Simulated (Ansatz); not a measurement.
Relaxation of a generated cell, SiNi placed in the MnP structure type; 8 atoms in the cell, which starts as Pnma (No. 62), oP8; a = 5.2999 Å, b = 3.2156 Å, c = 5.9689 Å, α = 90.00°, β = 90.00°, γ = 90.00°. Computed with r2SCAN (plane waves to 500 eV, PAW, scalar-relativistic; Ansatz, a first-principles code). Γ-centred k-mesh 5×7×4 on the run's cell (coarser than for final values), Fermi–Dirac smearing 0.05 eV. This is the first round of the run. Spin-polarised start, with parallel moments on Ni.

The optimiser's lines from the output (shortened; P is positive under compression):

```
relax step   1: F+E_penalty+E_count = -25940.87630314 eV  Δ(F+E_penalty+E_count) = +0.000e0 eV  max|allowed force component| = 2.018e-1 eV/Å  Δτ_max = 0.0000 Å  P = -9.833 GPa  Ω = 101.723 Å³  (20 SCF iters, dr2 threshold 1.00e-7 eV, accepted)
relax step   2: F+E_penalty+E_count = -25941.12733647 eV  Δ(F+E_penalty+E_count) = -2.510e-1 eV  max|allowed force component| = 1.145e-1 eV/Å  Δτ_max = 0.0341 Å  P = -4.374 GPa  Ω = 97.884 Å³  (15 SCF iters, dr2 threshold 8.00e-7 eV, accepted)
relax step   3: F+E_penalty+E_count = -25941.22702362 eV  Δ(F+E_penalty+E_count) = -9.969e-2 eV  max|allowed force component| = 9.620e-2 eV/Å  Δτ_max = 0.0478 Å  P = +1.066 GPa  Ω = 94.751 Å³  (13 SCF iters, dr2 threshold 8.00e-7 eV, accepted)
relax step   4: F+E_penalty+E_count = -25941.23240260 eV  Δ(F+E_penalty+E_count) = -5.379e-3 eV  max|allowed force component| = 1.553e-1 eV/Å  Δτ_max = 0.0417 Å  P = +0.029 GPa  Ω = 95.059 Å³  (11 SCF iters, dr2 threshold 8.00e-7 eV, accepted)
relax step   5: F+E_penalty+E_count = -25941.24190187 eV  Δ(F+E_penalty+E_count) = -9.499e-3 eV  max|allowed force component| = 2.130e-2 eV/Å  Δτ_max = 0.0214 Å  P = +0.148 GPa  Ω = 95.218 Å³  (10 SCF iters, dr2 threshold 8.00e-7 eV, accepted)
relax step   6: F+E_penalty+E_count = -25941.24214602 eV  Δ(F+E_penalty+E_count) = -2.441e-4 eV  max|allowed force component| = 3.795e-3 eV/Å  Δτ_max = 0.0011 Å  P = -0.011 GPa  Ω = 95.299 Å³  (10 SCF iters, dr2 threshold 4.20e-7 eV, accepted)
relax step   7: F+E_penalty+E_count = -25941.24215371 eV  Δ(F+E_penalty+E_count) = -7.690e-6 eV  max|allowed force component| = 7.872e-4 eV/Å  Δτ_max = 0.0004 Å  P = +0.000 GPa  Ω = 95.298 Å³  (8 SCF iters, dr2 threshold 4.53e-9 eV, accepted)
relax step   8: F+E_penalty+E_count = -25941.23971487 eV  Δ(F+E_penalty+E_count) = +2.439e-3 eV  max|allowed force component| = 7.035e-4 eV/Å  Δτ_max = 0.0000 Å  P = -0.023 GPa  Ω = 95.298 Å³  stress off target by 4.37e-2 GPa  SCF on the basis re-selected at this cell (its energy is not comparable with the rows above)  (17 SCF iters)
relax step   9: F+E_penalty+E_count = -25941.23973135 eV  Δ(F+E_penalty+E_count) = -1.648e-5 eV  max|allowed force component| = 2.460e-4 eV/Å  Δτ_max = 0.0005 Å  P = +0.003 GPa  Ω = 95.282 Å³  (9 SCF iters, dr2 threshold 4.78e-9 eV, accepted)
relax step  10: F+E_penalty+E_count = -25941.23971194 eV  Δ(F+E_penalty+E_count) = +1.941e-5 eV  max|allowed force component| = 2.548e-4 eV/Å  Δτ_max = 0.0000 Å  P = +0.003 GPa  Ω = 95.282 Å³  stress off target by 3.62e-3 GPa  SCF on the basis re-selected at this cell (its energy is not comparable with the rows above)  (18 SCF iters)
```

From the first to the last row the energy changes by -0.05 eV/atom and the volume by -6.3 %. The last row is marked as not comparable with the walk above it, whose basis was carried along; it does compare with step 1, since both stand on a basis selected at the nominal cutoff for their own cell.

Later rounds, restarted from the end of this one on a renewed k-mesh, logged 7 more steps and released under 0.01 eV/atom more. The final structure after all rounds: Pnma (No. 62), oP8; a = 5.123 Å, b = 3.342 Å, c = 5.568 Å, α = 90.00°, β = 90.00°, γ = 90.00°. Between re-selections the logged energies stand on a plane-wave basis carried along with the cell. No spin polarisation in the result: the starting moments vanished. A magnetic state may lie lower.

The run could not lose the symmetry of its start.

The first start was generated by placing the elements on the sites of a structure type. A measured structure of SiNi has the same space group, Pnma (No. 62); the sites were not compared with it.
